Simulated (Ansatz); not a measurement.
Input, command and steps of an Ansatz relaxation.

```yaml
crystal:
  lattice:
    - [0.0, 3.9103180177, 3.9103180177]
    - [3.9103180177, 0.0, 3.9103180177]
    - [3.9103180177, 3.9103180177, 0.0]
  atoms:
    - { symbol: Si, position: [0.125, 0.125, 0.625] }
    - { symbol: Si, position: [0.125, 0.625, 0.125] }
    - { symbol: Si, position: [0.625, 0.125, 0.125] }
    - { symbol: Si, position: [0.125, 0.125, 0.125] }
    - { symbol: Si, position: [0.75, 0.75, 0.75] }
    - { symbol: Si, position: [0.5, 0.5, 0.5] }
    - { symbol: "N", position: [0.3675496349, 0.3675496349, 0.3675496349] }
    - { symbol: "N", position: [0.3526489046, 0.8824503651, 0.8824503651] }
    - { symbol: "N", position: [0.8824503651, 0.8824503651, 0.3526489046] }
    - { symbol: "N", position: [0.8824503651, 0.3526489046, 0.8824503651] }
    - { symbol: "N", position: [0.3675496349, 0.3675496349, 0.8973510954] }
    - { symbol: "N", position: [0.3675496349, 0.8973510954, 0.3675496349] }
    - { symbol: "N", position: [0.8824503651, 0.8824503651, 0.8824503651] }
    - { symbol: "N", position: [0.8973510954, 0.3675496349, 0.3675496349] }
basis:
  ecutwfc: 420
kpoints:
  mp_grid: { grid: [6, 6, 6] }
hamiltonian:
  xc: pbesol
scf:
  occupations: { method: gaussian, width: 0.02 }
output:
  forces: true
  stress: true
  eigenvalues: true
relax:
  adjacent_minimum: "off"
  f_tol: 0.01
  max_steps: 30
```

```bash
ansatz run input.yaml --threads 4 --pin off --max-ram 10240MiB --backend cpu --events-out ev --progress --plain --runs-dir out
```

All numbers below come from DFT PBEsol, scalar-relativistic, plane waves, PAW (Ansatz 0.2.0).

The volume is held at 1.03 times that of the relaxed cell.

Of 3 frames 3 are shown, positions in Å and forces in eV/Å; the SCF threshold varies from step to step.

```xyz
14
Lattice="0.0000 3.9103 3.9103 3.9103 0.0000 3.9103 3.9103 3.9103 0.0000" Properties=species:S:1:pos:R:3:forces:R:3 pbc="T T T" step=1 free_energy_over_end_meV_per_atom=0.07
Si    2.9327    2.9327    0.9776    0.0000    0.0000    0.0000
Si    2.9327    0.9776    2.9327    0.0000    0.0000    0.0000
Si    0.9776    2.9327    2.9327    0.0000    0.0000    0.0000
Si    0.9776    0.9776    0.9776    0.0000    0.0000    0.0000
Si    5.8655    5.8655    5.8655    0.0000    0.0000    0.0000
Si    3.9103    3.9103    3.9103    0.0000    0.0000    0.0000
N     2.8745    2.8745    2.8745   -0.0589   -0.0589   -0.0589
N     6.9013    4.8296    4.8296    0.0589   -0.0589   -0.0589
N     4.8296    4.8296    6.9013   -0.0589   -0.0589    0.0589
N     4.8296    6.9013    4.8296   -0.0589    0.0589   -0.0589
N     4.9462    4.9462    2.8745    0.0589    0.0589   -0.0589
N     4.9462    2.8745    4.9462    0.0589   -0.0589    0.0589
N     6.9013    6.9013    6.9013    0.0589    0.0589    0.0589
N     2.8745    4.9462    4.9462   -0.0589    0.0589    0.0589
14
Lattice="0.0000 3.9103 3.9103 3.9103 0.0000 3.9103 3.9103 3.9103 0.0000" Properties=species:S:1:pos:R:3:forces:R:3 pbc="T T T" step=2 free_energy_over_end_meV_per_atom=0.02
Si    2.9327    2.9327    0.9776    0.0000    0.0000    0.0000
Si    2.9327    0.9776    2.9327    0.0000    0.0000    0.0000
Si    0.9776    2.9327    2.9327    0.0000    0.0000    0.0000
Si    0.9776    0.9776    0.9776    0.0000    0.0000    0.0000
Si    5.8655    5.8655    5.8655    0.0000    0.0000    0.0000
Si    3.9103    3.9103    3.9103    0.0000    0.0000    0.0000
N     2.8738    2.8738    2.8738   -0.0289   -0.0289   -0.0289
N     6.9020    4.8289    4.8289    0.0289   -0.0289   -0.0289
N     4.8289    4.8289    6.9020   -0.0289   -0.0289    0.0289
N     4.8289    6.9020    4.8289   -0.0289    0.0289   -0.0289
N     4.9469    4.9469    2.8738    0.0289    0.0289   -0.0289
N     4.9469    2.8738    4.9469    0.0289   -0.0289    0.0289
N     6.9020    6.9020    6.9020    0.0289    0.0289    0.0289
N     2.8738    4.9469    4.9469   -0.0289    0.0289    0.0289
14
Lattice="0.0000 3.9103 3.9103 3.9103 0.0000 3.9103 3.9103 3.9103 0.0000" Properties=species:S:1:pos:R:3:forces:R:3 pbc="T T T" step=3 free_energy_over_end_meV_per_atom=0.00
Si    2.9327    2.9327    0.9776    0.0000    0.0000    0.0000
Si    2.9327    0.9776    2.9327    0.0000    0.0000    0.0000
Si    0.9776    2.9327    2.9327    0.0000    0.0000    0.0000
Si    0.9776    0.9776    0.9776    0.0000    0.0000    0.0000
Si    5.8655    5.8655    5.8655    0.0000    0.0000    0.0000
Si    3.9103    3.9103    3.9103    0.0000    0.0000    0.0000
N     2.8731    2.8731    2.8731   -0.0001   -0.0001   -0.0001
N     6.9027    4.8283    4.8283    0.0001   -0.0001   -0.0001
N     4.8283    4.8283    6.9027   -0.0001   -0.0001    0.0001
N     4.8283    6.9027    4.8283   -0.0001    0.0001   -0.0001
N     4.9475    4.9475    2.8731    0.0001    0.0001   -0.0001
N     4.9475    2.8731    4.9475    0.0001   -0.0001    0.0001
N     6.9027    6.9027    6.9027    0.0001    0.0001    0.0001
N     2.8731    4.9475    4.9475   -0.0001    0.0001    0.0001
```

Time: 6 s on 4 threads of Intel(R) Xeon(R) Platinum 8488C (Sapphire Rapids) (shared host), peak memory 0.54 GiB.